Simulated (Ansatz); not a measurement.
SiC:
```yaml
crystal:
  lattice:
    - [3.07264, 0.00000, 0.00000]
    - [-1.53632, 2.66098, 0.00000]
    - [0.00000, 0.00000, 7.03936]
  atoms:
    - { symbol: Si, position: [0.50000, 0.00000, 0.50000] }
    - { symbol: Si, position: [0.00000, 0.50000, 0.16667] }
    - { symbol: Si, position: [0.50000, 0.50000, 0.83333] }
    - { symbol: C, position: [0.50000, 0.00000, 0.00000] }
    - { symbol: C, position: [0.00000, 0.50000, 0.66667] }
    - { symbol: C, position: [0.50000, 0.50000, 0.33333] }
```

Relaxed with r²SCAN. Independent-particle spectrum: no excitons, no local fields, no scissors shift; 0.1 eV broadening; ε₁ of the summed bands alone.

Problem. Tabulate the dielectric function from DFT-r²SCAN in the program Ansatz with PAW potentials.

Solution. 

```csv
E (eV),ε₁ xx,ε₂ xx,ε₁ zz,ε₂ zz
0.0,9.92,0.00,9.88,0.00
0.5,9.98,0.00,9.94,0.00
1.0,10.19,0.00,10.14,0.00
1.5,10.55,0.00,10.49,0.00
2.0,11.14,0.00,11.05,0.00
2.5,12.07,0.00,11.92,0.00
3.0,13.67,0.00,13.34,0.00
3.5,17.60,1.26,16.25,0.08
4.0,20.41,6.73,21.70,6.81
4.5,15.38,11.01,18.89,9.69
5.0,17.18,14.75,14.33,16.20
5.5,14.78,19.09,12.69,20.86
6.0,2.44,25.05,2.03,23.64
6.5,-1.77,16.13,-1.15,14.18
7.0,-2.77,15.20,-1.06,14.47
7.5,-4.19,11.66,-2.96,12.81
8.0,-4.59,10.47,-5.03,10.91
8.5,-4.91,7.89,-4.22,7.84
9.0,-4.93,6.78,-4.66,7.76
9.5,-4.05,5.16,-4.59,5.53
10.0,-3.23,4.75,-3.52,4.63
10.5,-3.42,4.34,-3.65,4.62
11.0,-3.12,3.68,-3.15,3.34
11.5,-2.89,3.33,-2.63,3.34
12.0,-2.70,3.20,-2.79,3.30
```

Problem. From ε at 4.4 eV (xx: 16.02 + 11.65i), find n, k, the normal reflectivity and the absorption coefficient.

Solution. n = 4.23, k = 1.376, R = 42 %, α = 2kE/ħc = 610000 cm⁻¹.

With all bands, ε∞ without local fields is 9.99 (xx = yy), 9.95 (zz).

Space group P6_222. The start of the workflow was typed in or built on a structure type; neither database checked (COD, Materials Project) lists it. It is not the phase usual at ambient conditions (space group No. 186, 216). The r²SCAN relaxation kept the symmetry of its start; its stability against distortions is not shown here. Its formation energy is positive at this level, so the cell may be metastable or incomplete.

Potentials: the later of the program's two PAW sets.
